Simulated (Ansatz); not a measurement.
## Ba₂CaBe₂: relaxation (Ansatz)

input.yaml:

```yaml
crystal:
  lattice:
    - [4.628007, 0.0, 0.0]
    - [0.0, 4.628007, 0.0]
    - [0.0, 0.0, 11.420356]
  atoms:
    - { symbol: Ba, position: [0.25, 0.25, 0.368] }
    - { symbol: Ba, position: [0.75, 0.75, 0.632] }
    - { symbol: Ca, position: [0.25, 0.25, 0.749] }
    - { symbol: Ca, position: [0.75, 0.75, 0.251] }
    - { symbol: Be, position: [0.25, 0.25, 0.108] }
    - { symbol: Be, position: [0.75, 0.75, 0.892] }
    - { symbol: Ba, position: [0.75, 0.25, 0.0] }
    - { symbol: Ba, position: [0.25, 0.75, 0.0] }
    - { symbol: Be, position: [0.75, 0.25, 0.5] }
    - { symbol: Be, position: [0.25, 0.75, 0.5] }
  symmetry: { tolerance: 0.0003 }
kpoints:
  mp_grid: { grid: [6, 6, 3], shift: [0, 0, 0] }
magnetization:
  spin_polarized: false
scf:
  occupations: { method: gaussian, width: 0.013 }
  lower_state_search: "off"
hamiltonian:
  pseudopotentials: { kind: paw }
  xc: pbe
basis:
  ecutwfc: 420
  fft_grid_basis: typed
relax:
  max_steps: 60
  cell: { p_target: 0.0 }
output:
  forces: true
  stress: true
  eigenvalues: true
  bader: false
  populations: true
  elf: true
  write_potential: true
  volumetric_format: npy
  dos:
    e_range: [-12, 8]
    de: 0.05
    projected: { site_lists: { Ba: [Ba], Be: [Be], Ca: [Ca] } }
  write_density: true
checkpoint:
  read: saved_state
```

The command:

```bash
ansatz run input.yaml --threads 2 --pin off --max-ram 3584MiB --backend cpu --events-out ev --progress --plain --runs-dir out
```

Origin of the cell: a known structure type with other elements, at an estimated volume, so it need not be a known compound.

The saved state is a converged single point of the same cell.

Excerpt of the output:

```
SCF iter   1: F=—  HF=-27791.644162 eV  Δρ=2.47e-3  dr2=2.40e-1
SCF iter   2: F=—  HF=-27791.714533 eV  Δρ=6.92e-3  dr2=2.76e0  defer=8  recentre
SCF iter   3: F=—  HF=-27791.635240 eV  Δρ=1.22e-3  dr2=3.57e-2  defer=58
SCF iter   4: F=—  HF=-27791.633830 eV  Δρ=4.90e-4  dr2=1.79e-3  defer=68
SCF iter   5: F=—  HF=-27791.633825 eV  Δρ=3.96e-4  dr2=4.82e-3  defer=74
SCF iter   6: F=—  HF=-27791.633611 eV  Δρ=8.58e-5  dr2=3.60e-5  defer=74
SCF iter   7: F=—  HF=-27791.633728 eV  Δρ=4.33e-5  dr2=4.37e-5  defer=74
SCF iter   8: F=—  HF=-27791.633726 eV  Δρ=7.33e-6  dr2=2.81e-7  defer=74
SCF iter   9: F=—  HF=-27791.633726 eV  Δρ=3.03e-6  dr2=2.14e-7
SCF iter  10: F=-27791.633726 eV  HF=-27791.633726 eV  Δρ=4.03e-7  dr2=8.65e-10
relax step   1: F+E_penalty+E_count = -27791.633726 eV  Δ(F+E_penalty+E_count) = +0.000e0 eV  max|allowed force component| = 2.288e0 eV/Å  Δτ_max = 0.0000 Å  P = +13.259 GPa  Ω = 244.606 Å³ […]
relax step   2: F+E_penalty+E_count = -27794.341301 eV  Δ(F+E_penalty+E_count) = -2.708e0 eV  max|allowed force component| = 6.904e-1 eV/Å  Δτ_max = 0.1949 Å  P = +6.452 GPa  Ω = 277.095 Å³ […]
relax step   3: F+E_penalty+E_count = -27795.587226 eV  Δ(F+E_penalty+E_count) = -1.246e0 eV  max|allowed force component| = 3.560e-1 eV/Å  Δτ_max = 0.1943 Å  P = +2.884 GPa  Ω = 309.831 Å³ […]
relax step   4: F+E_penalty+E_count = -27796.078352 eV  Δ(F+E_penalty+E_count) = -4.911e-1 eV  max|allowed force component| = 2.427e-1 eV/Å  Δτ_max = 0.1952 Å  P = +0.673 GPa  Ω = 341.719 Å³ […]
relax step   5: F+E_penalty+E_count = -27796.258024 eV  Δ(F+E_penalty+E_count) = -1.797e-1 eV  max|allowed force component| = 1.851e-1 eV/Å  Δτ_max = 0.1953 Å  P = +0.077 GPa  Ω = 357.949 Å³ […]
relax step   6: F+E_penalty+E_count = -27796.337171 eV  Δ(F+E_penalty+E_count) = -7.915e-2 eV  max|allowed force component| = 1.401e-1 eV/Å  Δτ_max = 0.1953 Å  P = -0.057 GPa  Ω = 364.942 Å³ […]
relax step   7: F+E_penalty+E_count = -27796.351332 eV  Δ(F+E_penalty+E_count) = -1.416e-2 eV  max|allowed force component| = 1.192e-1 eV/Å  Δτ_max = 0.1090 Å  P = -0.017 GPa  Ω = 365.796 Å³ […]
relax step   8: F+E_penalty+E_count = -27796.360821 eV  Δ(F+E_penalty+E_count) = -9.489e-3 eV  max|allowed force component| = 2.469e-2 eV/Å  Δτ_max = 0.0932 Å  P = +0.077 GPa  Ω = 366.471 Å³ […]
relax step   9: F+E_penalty+E_count = -27796.362561 eV  Δ(F+E_penalty+E_count) = -1.740e-3 eV  max|allowed force component| = 9.022e-3 eV/Å  Δτ_max = 0.0144 Å  P = +0.004 GPa  Ω = 367.906 Å³ […]
relax step  10: F+E_penalty+E_count = -27796.362679 eV  Δ(F+E_penalty+E_count) = -1.183e-4 eV  max|allowed force component| = 4.644e-3 eV/Å  Δτ_max = 0.0076 Å  P = -0.001 GPa  Ω = 368.224 Å³ […]
relax step  11: F+E_penalty+E_count = -27796.418943 eV  Δ(F+E_penalty+E_count) = -5.626e-2 eV  max|allowed force component| = 3.858e-3 eV/Å  Δτ_max = 0.0000 Å  P = +0.213 GPa  Ω = 368.224 Å³  stress off target by 2.77e-1 GPa […]
relax step  12: F+E_penalty+E_count = -27796.424086 eV  Δ(F+E_penalty+E_count) = -5.143e-3 eV  max|allowed force component| = 1.396e-2 eV/Å  Δτ_max = 0.0238 Å  P = +0.053 GPa  Ω = 372.439 Å³ […]
relax step  13: F+E_penalty+E_count = -27796.424380 eV  Δ(F+E_penalty+E_count) = -2.938e-4 eV  max|allowed force component| = 2.523e-3 eV/Å  Δτ_max = 0.0023 Å  P = +0.003 GPa  Ω = 373.608 Å³ […]
relax step  14: F+E_penalty+E_count = -27796.424581 eV  Δ(F+E_penalty+E_count) = -2.013e-4 eV  max|allowed force component| = 2.508e-3 eV/Å  Δτ_max = 0.0000 Å  P = +0.003 GPa  Ω = 373.608 Å³  stress off target by 6.40e-3 GPa […]
SCF 14 converged in 6 iterations: F = -27796.424581 eV  dr2 = 3.64e-11
basis re-selected at this cell: Δ(F+E_penalty+E_count) = -2.013e-4 eV, ΔP = -0.000 GPa vs the last step (what re-selecting the basis moved, of the pressure what is left beyond the Pulay corre […]
SCF converged after 6 iterations
Free energy (F): -27796.424581 eV
Harris-Foulkes:  -27796.424581 eV  (|F-HF|=2.18e-11)
Internal energy: -27796.422871 eV  (E = F + TS)
E sigma→0 (E₀):  -27796.423726 eV
Entropy (-TS):   -0.001711 eV (-0.171 meV/atom)
Fermi energy:    5.200821 eV
--- Per-component energies (eV) ---
  E_band       = -661.347632
  E_kinetic    = 1282.570441
  E_local      = -3384.433546  (includes V_loc(G=0)·N_el)
  E_nonlocal   = 379.407686
  E_hartree    = 1143.565705
  E_xc         = -1010.212643
  E_vxc        = -947.881057  (∫ρ·V_xc dr)
  E_paw        = -22858.472265  (= ΣΔE_a)
  E_vpaw       = -278.142671  (= ΣTr[D̂ρ^β])
  E_aug_tail   = -0.000021  (compensation charges beyond the density's cutoff)
  E_ewald      = -3348.848228
  E_smearing   = -0.001711  (= −TS)
  Σ components = -27796.424581   (vs F -27796.424581, Δ=0.00e0)
--- Forces (eV/Å), atoms counted from 1 ---
  atom   1  Ba     0.000000     0.000000    -0.002508
  atom   2  Ba    -0.000000    -0.000000     0.002508
  atom   3  Ca    -0.000000     0.000000     0.001028
  atom   4  Ca     0.000000    -0.000000    -0.001028
  atom   5  Be     0.000000    -0.000000    -0.000166
  atom   6  Be     0.000000     0.000000     0.000166
  atom   7  Ba    -0.000000     0.000000    -0.000000
  atom   8  Ba     0.000000     0.000000     0.000000
  atom   9  Be    -0.000000     0.000000    -0.000000
  atom  10  Be     0.000000    -0.000000     0.000000
  max |Σ_I F_I| component: 2.10e-17 eV/Å
--- Stress (GPa, compression-positive) ---
        0.006402       0.000000      -0.000000
       -0.000000       0.006402      -0.000000
       -0.000000      -0.000000      -0.003549
  P = ⅓ Tr σ = 0.0031 GPa (0.031 kbar)
--- Relaxed structure (12 steps of the walk, 12 accepted, 2 SCFs on fresh bases) ---
  F+E_penalty+E_count = -27796.424581 eV   max|allowed force component| = 2.508e-3 eV/Å   (the final SCF, on the basis selected at the relaxed cell)
  cell:  # Å, volume = 373.6076 Å³
    - [5.544759, 0.0, 0.0]
    - [0.0, 5.544759, 0.0]
    - [0.0, 0.0, 12.152074]
  atoms:
    - { symbol: Ba, position: [0.250000, 0.250000, 0.368494] }
    - { symbol: Ba, position: [0.750000, 0.750000, 0.631506] }
    - { symbol: Ca, position: [0.250000, 0.250000, 0.669561] }
    - { symbol: Ca, position: [0.750000, 0.750000, 0.330439] }
    - { symbol: Be, position: [0.250000, 0.250000, 0.122805] }
    - { symbol: Be, position: [0.750000, 0.750000, 0.877195] }
    - { symbol: Ba, position: [0.750000, 0.250000, 3.650e-19] }
    - { symbol: Ba, position: [0.250000, 0.750000, 3.650e-19] }
    - { symbol: Be, position: [0.750000, 0.250000, 0.5] }
    - { symbol: Be, position: [0.250000, 0.750000, 0.5] }
--- Löwdin populations: 10 sites ---
  site symbol       q [e]
     0     Ba      9.0485
     1     Ba      9.0485
     2     Ca      9.2669
     3     Ca      9.2669
     4     Be      1.6234
     5     Be      1.6234
     6     Ba      9.1838
     7     Ba      9.1838
     8     Be      1.5894
     9     Be      1.5894
  spilling = 0.096706 (of n_electrons = 68.000000)
```

Before:

Space group P4/nmm (No. 129); the run's cell has a = 4.628 Å, b = 4.628 Å, c = 11.420 Å, α = 90.00°, β = 90.00°, γ = 90.00°. Shortest distances: Ba–Be 2.62 Å, Ba–Ba 3.27 Å, Be–Be 3.27 Å, Ba–Ca 3.53 Å.

After:

Space group P4/nmm (No. 129); the run's cell has a = 5.545 Å, b = 5.545 Å, c = 12.152 Å, α = 90.00°, β = 90.00°, γ = 90.00°. Shortest distances: Ba–Be 2.99 Å, Be–Ca 3.45 Å.

| Quantity | Value |
| --- | --- |
| Free energy lowered by | 479.1 meV/atom |
| Volume change | 52.74 % |
| Final pressure | 0.00 GPa |
| Relaxation steps listed | 14 |
| Formation energy (elements under the same functional, gases as molecules, uncorrected) | 0.651 eV/atom |
| Gap on the mesh | none (metal) |

Caveats: no dispersion correction, so spacings can come out too large where layers or molecules are weakly bound; the relaxation held the start's symmetry, so the end may be a saddle point.

The run took 3 min on 2 threads of Arm Neoverse V1, on a shared host, peak memory 0.77 GiB, from a saved density.
